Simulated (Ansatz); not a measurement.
According to DFT-r²SCAN in the program Ansatz with PAW potentials, HfC in the zinc blende structure (F-43m) relaxes to a = 5.027 Å. Hf has 4 nearest neighbours from 2.18 Å (tetrahedral); C has 4 nearest neighbours from 2.18 Å (tetrahedral). Against the elements it lies at -454 meV/atom, with no fitted shifts.

It is gapped at this level: 0.57 eV (direct). The valence maximum lies at W and the conduction minimum at W (6 equivalent valleys). HSE06 on the same cell gives 0.97 eV. Gap from r²SCAN with spin–orbit coupling: 0.43 eV. Electrons at the band edge weigh 0.34, 0.34, 3.2 mₑ (principal values). The hole mass is 0.52, 0.52, 9.5 mₑ (principal values).

The bulk modulus is 164 GPa. The relaxed-ion elastic constants in GPa are C11 = 191, C12 = 150, C44 = 68.5. The elastic constants imply a Debye temperature near 275 K. Bader charges are Hf +2.06, C -2.06 e.

The start of the workflow was typed in or built on a structure type; neither database checked (COD, Materials Project) lists it. It is not the phase usual at ambient conditions (space group No. 225). The cell was relaxed with r²SCAN under the symmetry of its start; whether a distortion lowers the energy is not shown. The run is not spin-polarised. The references are the lowest solids computed at this level, not always the standard phases. Spin–orbit coupling is left out wherever it is not named.

Potentials: the earlier of the program's two PAW sets. The files were generated under PBE; for other functionals the program regenerates the frozen cores, and for LDA and PBEsol the local potential too.
